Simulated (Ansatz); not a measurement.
**Ansatz 0.2.0, relaxation: BRh₄Au**

The command:

```bash
ansatz run input.yaml --threads 2 --pin off --max-ram 3584MiB --backend cpu --events-out ev --progress --plain --runs-dir out
```

input.yaml:

```yaml
crystal:
  lattice:
    - [5.04162, 0.0, 0.0]
    - [-2.52081, 4.366175, 0.0]
    - [0.0, 0.0, 7.030824]
  atoms:
    - { symbol: Rh, position: [0.3333, 0.6667, 0.0] }
    - { symbol: Rh, position: [0.6666, 0.3333, 0.0] }
    - { symbol: Au, position: [0.0, 0.0, 0.0] }
    - { symbol: Rh, position: [0.5, 0.0, 0.287] }
    - { symbol: Rh, position: [0.5, 0.5, 0.287] }
    - { symbol: Rh, position: [0.0, 0.5, 0.287] }
    - { symbol: Rh, position: [0.0, 0.5, 0.713] }
    - { symbol: Rh, position: [0.5, 0.5, 0.713] }
    - { symbol: Rh, position: [0.5, 0.0, 0.713] }
    - { symbol: B, position: [0.3333, 0.6667, 0.5] }
    - { symbol: B, position: [0.6666, 0.3333, 0.5] }
    - { symbol: Au, position: [0.0, 0.0, 0.5] }
  symmetry: { tolerance: 0.0003 }
kpoints:
  mp_grid: { grid: [7, 7, 5], shift: [0, 0, 0] }
magnetization:
  spin_polarized: false
scf:
  occupations: { method: fermi_dirac }
  lower_state_search: "off"
hamiltonian:
  pseudopotentials: { kind: paw }
  xc: pbe
basis:
  ecutwfc: 420
  fft_grid_basis: typed
relax:
  max_steps: 40
  cell: { p_target: 5.0 }
  f_tol: 0.03
output:
  forces: true
  stress: true
  eigenvalues: true
  populations: true
  elf: true
  write_potential: true
  volumetric_format: npy
  dos:
    e_range: [-12, 8]
    de: 0.05
    projected: { site_lists: { Au: [Au], B: [B], Rh: [Rh] } }
  write_density: true
  bader: false
checkpoint:
  read: saved_state
```

Origin of the cell: a known structure type with other elements, at an estimated volume, so it need not be a known compound.

The smearing width isn't typed, so it takes its default of 0.1 eV.

The saved state is a converged single point of the same cell.

Steps («new basis» is an SCF on plane waves selected anew at the same cell):

| step | ΔH (meV/atom) | max force component (eV/Å) | P (GPa) | volume (Å³) | SCF iterations | step was |
| --- | --- | --- | --- | --- | --- | --- |
| 1 | 0.0 | 1.812 | 34.13 | 154.77 | 7 | accepted |
| 2 | -159.5 | 0.467 | 0.72 | 176.08 | 8 | accepted |
| 3 | -164.6 | 0.305 | 3.11 | 174.18 | 6 | accepted |
| 4 | -167.0 | 0.010 | 5.37 | 172.76 | 6 | accepted |
| 5 | -167.0 | 0.011 | 5.16 | 172.95 | 6 | accepted |
| 6 | -167.0 | 0.005 | 5.00 | 173.10 | 6 | accepted |
| 7 | -168.6 | 0.003 | 5.05 | 173.10 | 7 | new basis |
| 8 | -168.6 | 0.000 | 5.00 | 173.14 | 6 | accepted |
| 9 | -168.6 | 0.000 | 5.00 | 173.14 | 8 | new basis |

Step 1, with forces in eV/Å:

```xyz
12
Lattice="5.042 0.000 0.000 -2.521 4.366 0.000 0.000 0.000 7.031" Properties=species:S:1:pos:R:3:forces:R:3 pbc="T T T" step=1
Rh    0.000    2.911    0.000    0.000    0.000    0.000
Rh    2.521    1.455    0.000    0.000    0.000    0.000
Au    0.000    0.000    0.000    0.000    0.000    0.000
Rh    2.521    0.000    2.018    0.000    0.000    1.812
Rh    1.260    2.183    2.018    0.000    0.000    1.812
Rh   -1.260    2.183    2.018    0.000    0.000    1.812
Rh   -1.260    2.183    5.013    0.000    0.000   -1.812
Rh    1.260    2.183    5.013    0.000    0.000   -1.812
Rh    2.521    0.000    5.013    0.000    0.000   -1.812
B     0.000    2.911    3.515    0.000    0.000    0.000
B     2.521    1.455    3.515    0.000    0.000    0.000
Au    0.000    0.000    3.515    0.000    0.000    0.000
```

Step 2, with forces in eV/Å:

```xyz
12
Lattice="5.289 0.000 0.000 -2.644 4.580 0.000 0.000 0.000 7.268" Properties=species:S:1:pos:R:3:forces:R:3 pbc="T T T" step=2
Rh    0.000    3.054    0.000    0.000    0.000    0.000
Rh    2.644    1.527    0.000    0.000    0.000    0.000
Au    0.000    0.000    0.000    0.000    0.000    0.000
Rh    2.644    0.000    2.177    0.000    0.000    0.467
Rh    1.322    2.290    2.177    0.000    0.000    0.467
Rh   -1.322    2.290    2.177    0.000    0.000    0.467
Rh   -1.322    2.290    5.092    0.000    0.000   -0.467
Rh    1.322    2.290    5.092    0.000    0.000   -0.467
Rh    2.644    0.000    5.092    0.000    0.000   -0.467
B     0.000    3.054    3.634    0.000    0.000    0.000
B     2.644    1.527    3.634    0.000    0.000    0.000
Au    0.000    0.000    3.634    0.000    0.000    0.000
```

Step 3, with forces in eV/Å:

```xyz
12
Lattice="5.276 0.000 0.000 -2.638 4.569 0.000 0.000 0.000 7.226" Properties=species:S:1:pos:R:3:forces:R:3 pbc="T T T" step=3
Rh    0.000    3.046    0.000    0.000    0.000    0.000
Rh    2.638    1.523    0.000    0.000    0.000    0.000
Au    0.000    0.000    0.000    0.000    0.000    0.000
Rh    2.638    0.000    2.171    0.000    0.000    0.305
Rh    1.319    2.285    2.171    0.000    0.000    0.305
Rh   -1.319    2.285    2.171    0.000    0.000    0.305
Rh   -1.319    2.285    5.054    0.000    0.000   -0.305
Rh    1.319    2.285    5.054    0.000    0.000   -0.305
Rh    2.638    0.000    5.054    0.000    0.000   -0.305
B     0.000    3.046    3.613    0.000    0.000    0.000
B     2.638    1.523    3.613    0.000    0.000    0.000
Au    0.000    0.000    3.613    0.000    0.000    0.000
```

Step 4, with forces in eV/Å:

```xyz
12
Lattice="5.276 0.000 0.000 -2.638 4.569 0.000 0.000 0.000 7.167" Properties=species:S:1:pos:R:3:forces:R:3 pbc="T T T" step=4
Rh    0.000    3.046    0.000    0.000    0.000    0.000
Rh    2.638    1.523    0.000    0.000    0.000    0.000
Au    0.000    0.000    0.000    0.000    0.000    0.000
Rh    2.638    0.000    2.169    0.000    0.000   -0.010
Rh    1.319    2.284    2.169    0.000    0.000   -0.010
Rh   -1.319    2.284    2.169    0.000    0.000   -0.010
Rh   -1.319    2.284    4.998    0.000    0.000    0.010
Rh    1.319    2.284    4.998    0.000    0.000    0.010
Rh    2.638    0.000    4.998    0.000    0.000    0.010
B     0.000    3.046    3.584    0.000    0.000    0.000
B     2.638    1.523    3.584    0.000    0.000    0.000
Au    0.000    0.000    3.584    0.000    0.000    0.000
```

Step 5, with forces in eV/Å:

```xyz
12
Lattice="5.285 0.000 0.000 -2.642 4.577 0.000 0.000 0.000 7.150" Properties=species:S:1:pos:R:3:forces:R:3 pbc="T T T" step=5
Rh    0.000    3.051    0.000    0.000    0.000    0.000
Rh    2.642    1.526    0.000    0.000    0.000    0.000
Au    0.000    0.000    0.000    0.000    0.000    0.000
Rh    2.642    0.000    2.163    0.000    0.000    0.011
Rh    1.321    2.288    2.163    0.000    0.000    0.011
Rh   -1.321    2.288    2.163    0.000    0.000    0.011
Rh   -1.321    2.288    4.987    0.000    0.000   -0.011
Rh    1.321    2.288    4.987    0.000    0.000   -0.011
Rh    2.642    0.000    4.987    0.000    0.000   -0.011
B     0.000    3.051    3.575    0.000    0.000    0.000
B     2.642    1.526    3.575    0.000    0.000    0.000
Au    0.000    0.000    3.575    0.000    0.000    0.000
```

Step 9, with forces in eV/Å:

```xyz
12
Lattice="5.286 0.000 0.000 -2.643 4.577 0.000 0.000 0.000 7.156" Properties=species:S:1:pos:R:3:forces:R:3 pbc="T T T" step=9
Rh    0.000    3.052    0.000    0.000    0.000    0.000
Rh    2.643    1.526    0.000    0.000    0.000    0.000
Au    0.000    0.000    0.000    0.000    0.000    0.000
Rh    2.643    0.000    2.166    0.000    0.000    0.000
Rh    1.321    2.289    2.166    0.000    0.000    0.000
Rh   -1.321    2.289    2.166    0.000    0.000    0.000
Rh   -1.321    2.289    4.990    0.000    0.000    0.000
Rh    1.321    2.289    4.990    0.000    0.000    0.000
Rh    2.643    0.000    4.990    0.000    0.000    0.000
B     0.000    3.052    3.578    0.000    0.000    0.000
B     2.643    1.526    3.578    0.000    0.000    0.000
Au    0.000    0.000    3.578    0.000    0.000    0.000
```

```
Enthalpy lowered by     : 168.6 meV/atom
Volume change           : 11.87 %
Final pressure          : 5.00 GPa
Relaxation steps listed : 9
Gap on the mesh         : none (metal)
```

Caveats: no moments, though an odd count or open d shells may carry them; no spin-orbit coupling, though heavy elements are present; the relaxation held the start's symmetry, so the end may be a saddle point.

The run took 2.3 min on 2 threads of Arm Neoverse V1 (shared host), peak memory 0.72 GiB, from a saved density.
